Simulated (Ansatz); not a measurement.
TaC:
```
TaC
1.0
    0.00000     2.21982     2.21982
    2.21982     0.00000     2.21982
    2.21982     2.21982     0.00000
C Ta
1 1
Direct
  0.00000   0.00000   0.00000
  0.50000   0.50000   0.50000
```

Relaxed with PBEsol. Special points in fractions of this cell's reciprocal vectors: Γ (0.000, 0.000, 0.000); X (0.500, 0.000, 0.500); U (0.625, 0.250, 0.625); K (0.375, 0.375, 0.750); L (0.500, 0.500, 0.500); W (0.500, 0.250, 0.750).

Problem. List the band energies nearest the Fermi level at these points for the program Ansatz at the PBEsol level (PAW).

Solution. In eV from the Fermi level; about four levels below and three above (degenerate sets whole), none deeper than 8.9 eV; … stands for higher levels left out; points with the same levels are listed once.

```
k                                below           above
-  -----------------------------------  --------------
Γ  -1.33 -1.33 -1.33 -0.41 -0.41 -0.41               …
X              -4.60 -4.57 -1.70 -1.70  2.70 4.21 4.21
U              -5.91 -4.87 -3.81 -0.58  3.24 4.10 6.43
L                    -8.78 -5.50 -5.50  2.81 2.81 3.80
W                    -5.29 -4.98 -4.98  1.68 1.68 4.23
```

Space group Fm-3m (rock salt). The cell was relaxed with PBEsol under the symmetry of its start. No spin polarisation was allowed. Scalar-relativistic: spin–orbit coupling is off unless named, which matters more the heavier the elements.

Potentials: the later of the program's two PAW sets.
